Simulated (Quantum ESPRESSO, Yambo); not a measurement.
# WO3: DFT and GW levels

Space group Cmcm (No. 63); a = 5.4782 Å, b = 5.4815 Å, c = 7.6976 Å, α = β = γ = 90.00°

```json
[
 {"atom": "O", "site": "4b", "symmetry": "2/m..", "x": "0.0000", "y": "0.5000", "z": "0.0000"},
 {"atom": "O", "site": "8g", "symmetry": "..m", "x": "0.2493", "y": "0.2564", "z": "0.2500"},
 {"atom": "W", "site": "4c", "symmetry": "m2m", "x": "0.0000", "y": "0.5259", "z": "0.2500"}
]
```
(The calculation used a cell of 8 atoms; values per cell refer to that cell.)

The geometry is that of Materials Project entry mp-2383052, symmetrised and not relaxed again.

Starting point: PBEsol (pw.x of Quantum ESPRESSO, ONCV potentials, no spin-orbit coupling). G0W0 in Yambo: 4×4×2 Γ-centred k mesh, bands 3 to 178 and a 7 Ry block in the screening, 178 bands in G with the Bruneval-Gonze terminator, plasmon pole fitted at 27.2 eV.

```
Quantity                                                          Result
---------------------------------------------------------------  -------
PBEsol gap along the band path                                   0.69 eV
PBEsol gap between the mesh's edge points ((-0.5, -0.5, 0) → Γ)  0.69 eV
G0W0 gap between the same points                                 1.61 eV
PBEsol smallest direct gap on the mesh (at (0, -0.5, 0))         0.78 eV
G0W0 direct gap at that point                                    1.72 eV
```

```
k point             band  E PBEsol (eV)  E QP (eV)  shift (eV)     Z
------------------  ----  -------------  ---------  ----------  ----
Γ                     VB          -1.05      -1.20       -0.14  0.75
Γ                     CB           0.69       1.54        0.85  0.80
(0, 0, -0.5)          VB          -1.17      -1.33       -0.16  0.75
(0, 0, -0.5)          CB           1.12       1.99        0.86  0.80
(0, -0.5, 0)          VB          -0.01      -0.08       -0.07  0.75
(0, -0.5, 0)          CB           0.77       1.64        0.87  0.80
(0, -0.5, -0.5)       VB          -0.53      -0.66       -0.13  0.75
(0, -0.5, -0.5)       CB           2.60       3.55        0.95  0.79
(-0.5, -0.5, 0)       VB           0.00      -0.07       -0.07  0.75
(-0.5, -0.5, 0)       CB           3.82       4.89        1.08  0.79
(-0.5, -0.5, -0.5)    VB          -0.05      -0.12       -0.07  0.75
(-0.5, -0.5, -0.5)    CB           4.36       5.44        1.09  0.77
```

Energies count from the PBEsol valence-band maximum.

Nearest settings tried, and what they do to the gap: 119 bands in G: +14 meV; 90 bands in W: +111 meV; 6 Ry block (191 vectors against 245): -12 meV; 2×2×1 mesh: -85 meV. So the settings aren't converged at that level.

Spin-orbit coupling is left out, which matters for elements this heavy: edges can move by tenths of an eV.

The structure is a Materials Project entry; no match was found in the copy of COD used, and its stability was not checked.
